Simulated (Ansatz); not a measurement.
Si₃N₄ in space group Fd-3m (No. 227; Si on 16c, Si on 8b, N on 32e), PBEsol in the plane-wave PAW code Ansatz, all energies at zero smearing, with the estimated change up to a 700 eV cutoff added, with one set of potentials and settings (totals compare only within such a set). Cell of 14 atoms (6 Si, 8 N): -6772.752 eV.

```tsv
element	reference phase	E (eV/atom)
Si	Fd-3m, 2 atoms in the cell	-621.4938
N	Pa-3, 8 atoms in the cell	-378.4910
```

Formation energy per atom, worked out: (-6772.752 − 6×(-621.4938) − 8×(-378.4910))/14 = -1.133 eV/atom (-109 kJ per mol of atoms), at 0 K, without zero-point energy or fitted corrections.

Symmetry was held in the PBEsol relaxation. The references are the lowest solids computed at this level, not always the standard phases (solids in place of the gases).

Potentials: the earlier of the program's two PAW sets. The files were generated under PBE; for other functionals the program regenerates the frozen cores, and for LDA and PBEsol the local potential too.
